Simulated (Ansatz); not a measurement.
Relaxed-ion elastic tensor of InPd (CsCl type, Pm-3m) in GPa (Voigt order), r²SCAN (plane waves, PAW; program Ansatz); density 10.54 g/cm³, 17.43 Å³ per atom.

```tsv
	1	2	3	4	5	6
1	156	121	121	0.0	0.0	0.0
2	121	156	121	0.0	0.0	0.0
3	121	121	156	0.0	0.0	0.0
4	0.0	0.0	0.0	55.6	0.0	0.0
5	0.0	0.0	0.0	0.0	55.6	0.0
6	0.0	0.0	0.0	0.0	0.0	55.6
```

### Question
Is the crystal mechanically stable?

### Answer
Yes: the smallest eigenvalue of C is 34.7 GPa.

### Question
Work out the Voigt, Reuss and Hill averages.

### Answer
K_V = 132, K_R = 132, K_H = 132; G_V = 40.3, G_R = 29.5, G_H = 34.9 GPa.

### Question
Give Young's modulus, Poisson's ratio, Pugh's ratio and the universal anisotropy index.

### Answer
E = 9KG/(3K + G) = 96.3 GPa; ν = 0.38; K/G = 3.79 (ductile by the Pugh limit of 1.75); A_U = 5G_V/G_R + K_V/K_R − 6 = 1.82.

### Question
Estimate the sound speeds and the Debye temperature.

### Answer
v_l = √((K + 4G/3)/ρ) = 4120 m/s, v_t = √(G/ρ) = 1820 m/s, mean 2050 m/s; Θ = (h/k)(3n/4πV)^(1/3) v_m = 236 K.

### Question
Give the Zener ratio and Young's modulus along [100], [110] and [111].

### Answer
A = 2C44/(C11 − C12) = 3.20; 1/E = S11 − 2(S11 − S12 − S44/2)Γ with Γ = 0, 1/4, 1/3 gives 49.9, 98.6, 146 GPa.

The cell was relaxed with r²SCAN under the symmetry of its start; of distortions, only those at the zone centre were tested. No spin polarisation was allowed. As this level gives no gap, shear constants depend on the k-mesh and smearing (Fermi–Dirac, 0.1 eV here).

Potentials: the later of the program's two PAW sets.
